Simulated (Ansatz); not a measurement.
Consider the following.

InSb (zinc blende)

```yaml
crystal:
  lattice:
    - [0.00000, 3.31730, 3.31730]
    - [3.31730, 0.00000, 3.31730]
    - [3.31730, 3.31730, 0.00000]
  atoms:
    - { symbol: Sb, position: [0.75000, 0.75000, 0.75000] }
    - { symbol: In, position: [0.00000, 0.00000, 0.00000] }
```

Scan: atom 1 (Sb, nearest neighbour In at 2.873 Å; its periodic images, 4.7 Å or more away, move with it) is displaced along Cartesian z, direction (0.000, 0.000, 1.000) in Cartesian axes, by s. The other atoms stay.

Level of theory: PBE (plane waves to 420 eV, PAW, scalar-relativistic; Ansatz, a program for electronic structure). k mesh 10×10×10 (Γ-centred), Fermi-Dirac smearing 0.05 eV. Energies are smeared free energies. With partly filled bands, energies and forces of such displacements shift with the k mesh and the smearing. At this level the bands of InSb touch or barely overlap; measurements give the solid a gap. InSb was relaxed with its symmetry unable to fall. Spin-orbit coupling is left out, though Sb is heavy. ΔE is measured from the undisplaced structure.

The scan covers s from -0.290 to 0.290 Å in 11 points.

Question: Is the energy the same for equal positive and negative displacements?

Answer: Even: the same for both signs. With its periodic images moving along, the atom's site symmetry in this cell is -43m.

Question: What is the force constant k = d²E/ds² of this move at s = 0?

Answer: 5.90 eV/Å².

Question: With two atoms in the cell this is the zone-centre optical mode. What wavenumber follows?

Answer: 165 cm⁻¹.

(A displaced cell: forces are minus the slopes of the energy, force constants its curvatures, and phonons follow from these.)
